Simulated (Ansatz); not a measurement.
With the program Ansatz at the PBE level (PAW), CuI in the trigonal phase (P3_121; Cu on 3a, I on 3b) relaxes to a = 4.470 Å, c = 10.227 Å. I has 2 nearest neighbours from 2.49 Å (bent). Against the elements it lies at 11 meV/atom, with no fitted shifts.

It is gapped at this level: 1.65 eV (indirect). Electrons at the band edge weigh 0.27, 0.35, 0.35 mₑ (principal values). The hole mass is 0.96, 1.4, 4.5 mₑ (principal values). The magnetic state found is non-magnetic (starting moments vanished).

The start of the workflow was typed in or built on a structure type; neither database checked (COD, Materials Project) lists it. It is not the phase usual at ambient conditions (space group No. 216). Symmetry was held in the PBE relaxation; whether a distortion lowers the energy is not shown. The workflow began spin-polarised and lost its moments. The volume moved by 15 % from the start of the relaxation. The references are the lowest solids computed at this level, not always the standard phases. Scalar-relativistic: spin–orbit coupling is off unless named, which matters more the heavier the elements.

Potentials: the later of the program's two PAW sets.
